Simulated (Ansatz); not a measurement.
## Cost of a DFT run on Ti11CrO24

```yaml
crystal:
  lattice:
    - [4.5922, 4.5922, 0.0]
    - [-4.5922, 4.5922, 0.0]
    - [0.0, 0.0, 8.8722]
  atoms:
    - { symbol: Cr, position: [0.0, 0.0, 0.0], spin: 3.0 }
    - { symbol: Ti, position: [0.0, 0.0, 0.3333333333] }
    - { symbol: Ti, position: [0.0, 0.0, 0.6666666667] }
    - { symbol: Ti, position: [0.5, 0.5, 0.0] }
    - { symbol: Ti, position: [0.5, 0.5, 0.3333333333] }
    - { symbol: Ti, position: [0.5, 0.5, 0.6666666667] }
    - { symbol: Ti, position: [0.5, 0.0, 0.1666666667] }
    - { symbol: Ti, position: [0.5, 0.0, 0.5] }
    - { symbol: Ti, position: [0.5, 0.0, 0.8333333333] }
    - { symbol: Ti, position: [0.0, 0.5, 0.1666666667] }
    - { symbol: Ti, position: [0.0, 0.5, 0.5] }
    - { symbol: Ti, position: [0.0, 0.5, 0.8333333333] }
    - { symbol: O, position: [0.30496, 0.0, 0.0] }
    - { symbol: O, position: [0.30496, 0.0, 0.3333333333] }
    - { symbol: O, position: [0.30496, 0.0, 0.6666666667] }
    - { symbol: O, position: [0.80496, 0.5, 0.0] }
    - { symbol: O, position: [0.80496, 0.5, 0.3333333333] }
    - { symbol: O, position: [0.80496, 0.5, 0.6666666667] }
    - { symbol: O, position: [0.5, 0.30496, 0.1666666667] }
    - { symbol: O, position: [0.5, 0.30496, 0.5] }
    - { symbol: O, position: [0.5, 0.30496, 0.8333333333] }
    - { symbol: O, position: [0.0, 0.80496, 0.1666666667] }
    - { symbol: O, position: [0.0, 0.80496, 0.5] }
    - { symbol: O, position: [0.0, 0.80496, 0.8333333333] }
    - { symbol: O, position: [0.69504, 0.0, 0.0] }
    - { symbol: O, position: [0.69504, 0.0, 0.3333333333] }
    - { symbol: O, position: [0.69504, 0.0, 0.6666666667] }
    - { symbol: O, position: [0.19504, 0.5, 0.0] }
    - { symbol: O, position: [0.19504, 0.5, 0.3333333333] }
    - { symbol: O, position: [0.19504, 0.5, 0.6666666667] }
    - { symbol: O, position: [0.5, 0.69504, 0.1666666667] }
    - { symbol: O, position: [0.5, 0.69504, 0.5] }
    - { symbol: O, position: [0.5, 0.69504, 0.8333333333] }
    - { symbol: O, position: [0.0, 0.19504, 0.1666666667] }
    - { symbol: O, position: [0.0, 0.19504, 0.5] }
    - { symbol: O, position: [0.0, 0.19504, 0.8333333333] }
magnetization:
  spin_polarized: true
total_charge: -1
kpoints:
  mp_grid: { grid: [3, 3, 2] }
scf:
  occupations: { method: fermi_dirac, width: 0.01 }
hamiltonian:
  xc: pbe
  pseudopotentials: { kind: paw }
output:
  forces: true
  stress: true
  populations: true
  efg:
    quadrupole_moments_barn: { Cr: -0.15, Ti: 0.247, O: -0.02558 }
    contact_densities: true
```

```sh
ansatz run input.yaml --threads 4 --pin off --max-ram 8192MiB --backend cpu --events-out ev --progress --plain --runs-dir out
```

It runs on 4 threads of AMD EPYC 9R45 (Zen 5) (x86_64; 90 cores open to the job, memory cap 8.0 GiB, no GPU), a shared host with a load of 0.5 a core.

Task: How much time and memory should be set aside?

Result: About 20 s of wall time (76 s of CPU time) and 2.2 GiB. The run holds 291 valence electrons in 183 bands, about 7337 plane waves a k-point and 8 irreducible k-points, and took 15 SCF iterations. Times on a shared host vary by tens of per cent.
